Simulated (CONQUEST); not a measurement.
Worked example: self-consistent single point of Se (P3_121, 6 atoms in the cell; from Materials Project mp-14) in CONQUEST.

All values come from this method and carry its errors: PBEsol, numerical atomic orbitals double-zeta with polarisation (the shipped basis), PseudoDojo norm-conserving potentials made for PBEsol run with CONQUEST.

```xyz
6
Lattice="4.5048 0.0000 0.0000 0.0000 7.8026 0.0000 0.0000 0.0000 4.9788" Properties=species:S:1:pos:R:3 pbc="T T T"
Se     0.9816     0.0000     1.6596
Se     4.0140     0.8501     3.3192
Se     1.7616     3.0512     0.0000
Se     3.2340     3.9013     1.6596
Se     1.7616     4.7513     3.3192
Se     4.0140     6.9525     0.0000
```

Reference input (self-consistent single point, DFT, PBEsol, numerical atomic orbitals double-zeta with polarisation (the shipped basis), PseudoDojo norm-conserving potentials made for PBEsol): basis = DZP; Diag.MPMeshX, Y, Z = 5 3 5; potentials = PseudoDojo norm-conserving PBEsol; Grid.GridCutoff = 175 Ha; DM.SolutionMethod = diagon; Diag.kT = 0.000735 Ha; Diag.GammaCentred = true; minE.SCTolerance = 1.0e-06; SC.MaxIters = 100; SC.LinearMixingFactor = 0.3; SC.KerkerPreCondition = true; SC.KerkerFactor = 0.1 1/bohr. This run's input differs from it in these lines:

```diff
@@ -13,3 +13,3 @@
 
-Grid.GridCutoff                175
+Grid.GridCutoff                88
 DM.SolutionMethod              diagon
```

The program printed (abridged):

```
    PulayMixSC: Starting Pulay mixing, A_up =  0.300 A_dn =  0.300
    PulayMixSC: Spin non-polarised calculation.
    PulayMixSC: with Kerker preconditioning, q0 =  0.100
          Harris-Foulkes Energy            :      -726.578063928147571 Ha
    PulayMixSC: Pulay iteration     1 residual:              0.11934E-02
          Harris-Foulkes Energy            :      -726.563384210664026 Ha
    PulayMixSC: Pulay iteration     2 residual:              0.80618E-03
          Harris-Foulkes Energy            :      -726.552624383187094 Ha
    PulayMixSC: Pulay iteration     3 residual:              0.11864E-03
          Harris-Foulkes Energy            :      -726.552388145866871 Ha
    PulayMixSC: Pulay iteration     4 residual:              0.18760E-04
          Harris-Foulkes Energy            :      -726.552397070898110 Ha
    PulayMixSC: Pulay iteration     5 residual:              0.11668E-04
          Harris-Foulkes Energy            :      -726.552396529042994 Ha
    PulayMixSC: Pulay iteration     6 residual:              0.11956E-05
          Harris-Foulkes Energy            :      -726.552396528526856 Ha
    PulayMixSC: Pulay iteration     7 residual:              0.20286E-06
    PulayMixSC: Reached SCF tolerance of  0.20286E-06 after      7 iterations
      | Number of electrons      =        96.000077
      |* Harris-Foulkes energy   =      -726.552396528526856 Ha
      |* DFT total energy        =      -726.552396528890313 Ha

    force: Forces on atoms (Ha/a0)
    force:  Atom   X              Y              Z
    force:     1   0.0125329722  -0.0000008083   0.0022381048
    force:     2  -0.0058134667   0.0130765265  -0.0022029893
    force:     3  -0.0060786013  -0.0130767525   0.0000352584
    force:     4   0.0125329722  -0.0000008083   0.0022381048
    force:     5  -0.0058134667   0.0130765265  -0.0022029893
    force:     6  -0.0060786013  -0.0130767525   0.0000352584

    force: Maximum force :        0.01307675(Ha/a0) on atom         3 in y direction
    force: Force Residual:        0.01390062 Ha/a0
    force: Total stress:         -0.23778547    -0.04221385    -2.41886321 GPa
    force: Average pressure:      0.89962084 GPa

    get_E_and_F: Change in energy during last step of electronic optimisation:  0.51614E-09
```

The run converged in 7 iterations. CONQUEST prints the stress tensor with tension positive. Against the reference run the free energy drops by 1.6 meV/atom, the pressure goes from 0.71 to 0.90 GPa and the largest force goes from 0.794 to 0.745 eV/Å.

The program uses no crystal symmetry, so grid and mesh can part values that symmetry would make equal. The atom-centred basis is finite, which shifts total energies, pressures and forces against plane waves. This run is one point of a test of settings, so its values need not be converged; read them against the reference run alone. The structure comes from a collection of computed structures, made at another level of theory; the collection holds predicted forms beside known ones.

Cost on one core: about 30 core-seconds (a rough figure).
